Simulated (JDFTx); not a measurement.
An input for JDFTx (a modified build) (V(100), CANDLE, water, 1 M KCl; bohr, hartree) and the course of its log:

```
lattice \
  5.6359191941 0.0000000000 0.0000000000 \
  0.0000000000 5.6359191941 0.0000000000 \
  0.0000000000 0.0000000000 41.5739747418
coords-type Lattice
ion V 0.0000000000 0.0000000000 -0.1355636360 0
ion V 0.5000000000 0.5000000000 -0.0677818180 0
ion V 0.0000000000 0.0000000000 0.0000000000 0
ion V 0.5000000000 0.5000000000 0.0677818180 0
ion V 0.0000000000 0.0000000000 0.1355636360 0
ion-species pseudo/v_pbe_v1.4.upf
elec-cutoff 20 100
elec-ex-corr gga-PBE
coulomb-interaction Slab 001
coulomb-truncation-embed 0 0 0
kpoint-folding 8 8 1
elec-smearing Fermi 0.01
elec-n-bands 41
target-mu -0.106206
electronic-scf nIterations 100 energyDiffThreshold 1e-07
fluid LinearPCM
pcm-variant CANDLE
fluid-solvent H2O
fluid-cation K+ 1
fluid-anion Cl- 1
fluid-minimize nIterations 400 knormThreshold 1e-11
wavefunction read f0.wfns
elec-initial-eigenvals f0.eigenvals
elec-initial-fillings read f0.fillings
fluid-initial-state f0.fluidState
dump-name f0_u0.$VAR
dump End State Ecomponents EigStats BandEigs Forces ElecDensity IonicPositions Fillings Kpoints Dtot FluidDebug BoundCharge FluidDensity
```

```
[one cycle in 5 is shown, and the last three; fluid-solver lines are left out]
	FillingsUpdate:  mu: -0.106206000  nElectrons: 68.936787
SCF: Cycle:  0   G: -348.289183637654389   dG: +3.367e+00   |Residual|: 3.450e-01   |deigs|: 2.353e-07
	FillingsUpdate:  mu: -0.106206000  nElectrons: 65.335175
SCF: Cycle:  5   G: -351.569758893073981   dG: -3.239e-02   |Residual|: 8.822e-02   |deigs|: 1.778e-03
	FillingsUpdate:  mu: -0.106206000  nElectrons: 66.185302
SCF: Cycle: 10   G: -351.347793180725944   dG: +1.434e-01   |Residual|: 8.442e-02   |deigs|: 1.349e-03
	FillingsUpdate:  mu: -0.106206000  nElectrons: 66.763296
SCF: Cycle: 15   G: -350.963792406699895   dG: -3.265e+00   |Residual|: 1.499e-01   |deigs|: 1.161e-02
	FillingsUpdate:  mu: -0.106206000  nElectrons: 65.394709
SCF: Cycle: 20   G: -351.619744542075068   dG: -1.677e-02   |Residual|: 3.510e-02   |deigs|: 4.168e-04
	FillingsUpdate:  mu: -0.106206000  nElectrons: 65.859423
SCF: Cycle: 25   G: -351.511782558622656   dG: -2.617e-01   |Residual|: 8.470e-02   |deigs|: 2.532e-03
	FillingsUpdate:  mu: -0.106206000  nElectrons: 67.166420
SCF: Cycle: 30   G: -350.688677247806766   dG: -4.690e-02   |Residual|: 2.029e-01   |deigs|: 2.700e-04
	FillingsUpdate:  mu: -0.106206000  nElectrons: 69.458331
SCF: Cycle: 35   G: -347.571557603610586   dG: +9.902e-01   |Residual|: 3.911e-01   |deigs|: 2.744e-03
	FillingsUpdate:  mu: -0.106206000  nElectrons: 65.851773
SCF: Cycle: 40   G: -351.535148767793657   dG: +1.005e-01   |Residual|: 6.712e-02   |deigs|: 2.042e-03
	FillingsUpdate:  mu: -0.106206000  nElectrons: 66.543304
SCF: Cycle: 45   G: -351.122531235806605   dG: +1.413e-02   |Residual|: 1.366e-01   |deigs|: 1.259e-04
	FillingsUpdate:  mu: -0.106206000  nElectrons: 68.917947
SCF: Cycle: 50   G: -348.227104298632128   dG: +7.004e-01   |Residual|: 3.531e-01   |deigs|: 2.218e-03
	FillingsUpdate:  mu: -0.106206000  nElectrons: 61.183843
SCF: Cycle: 55   G: -346.509035162320174   dG: -1.477e+01   |Residual|: 2.847e-01   |deigs|: 1.519e-02
	FillingsUpdate:  mu: -0.106206000  nElectrons: 70.311218
SCF: Cycle: 60   G: -345.611833296741793   dG: -3.065e+01   |Residual|: 5.169e-01   |deigs|: 6.734e-02
	FillingsUpdate:  mu: -0.106206000  nElectrons: 61.291044
SCF: Cycle: 65   G: -346.850910006425579   dG: -7.598e+00   |Residual|: 2.700e-01   |deigs|: 9.623e-03
	FillingsUpdate:  mu: -0.106206000  nElectrons: 57.087642
SCF: Cycle: 70   G: -328.454425834378753   dG: +3.324e+00   |Residual|: 5.917e-01   |deigs|: 2.212e-03
	FillingsUpdate:  mu: -0.106206000  nElectrons: 63.662973
SCF: Cycle: 75   G: -350.840197261074763   dG: +4.043e-01   |Residual|: 9.944e-02   |deigs|: 1.730e-03
	FillingsUpdate:  mu: -0.106206000  nElectrons: 62.657355
SCF: Cycle: 80   G: -348.885774009400450   dG: -6.334e+00   |Residual|: 1.817e-01   |deigs|: 8.404e-03
	FillingsUpdate:  mu: -0.106206000  nElectrons: 66.949064
SCF: Cycle: 85   G: -350.762909958651221   dG: -7.973e-01   |Residual|: 2.106e-01   |deigs|: 3.622e-03
	FillingsUpdate:  mu: -0.106206000  nElectrons: 64.174940
SCF: Cycle: 90   G: -351.236177676431737   dG: +3.980e-01   |Residual|: 6.608e-02   |deigs|: 4.274e-03
	FillingsUpdate:  mu: -0.106206000  nElectrons: 64.713543
SCF: Cycle: 95   G: -351.465791430629622   dG: -6.852e+00   |Residual|: 4.963e-02   |deigs|: 1.442e-02
	FillingsUpdate:  mu: -0.106206000  nElectrons: 66.965505
SCF: Cycle: 97   G: -351.045940067244658   dG: +4.475e-01   |Residual|: 1.629e-01   |deigs|: 9.880e-03
	FillingsUpdate:  mu: -0.106206000  nElectrons: 63.509165
SCF: Cycle: 98   G: -350.418479865931431   dG: +6.275e-01   |Residual|: 1.188e-01   |deigs|: 1.511e-02
	FillingsUpdate:  mu: -0.106206000  nElectrons: 59.614120
SCF: Cycle: 99   G: -338.558430394241952   dG: +1.186e+01   |Residual|: 4.133e-01   |deigs|: 1.657e-02
SCF: None of the convergence criteria satisfied after 100 iterations.
IonicMinimize: Iter:   0  G: -338.558430394241952  |grad|_K:  0.000e+00
IonicMinimize: Converged (|grad|_K<1.000000e-04).
```

This run gave no converged result. The electronic loop ended without meeting its threshold, so the last energy, electron count and forces aren't results.
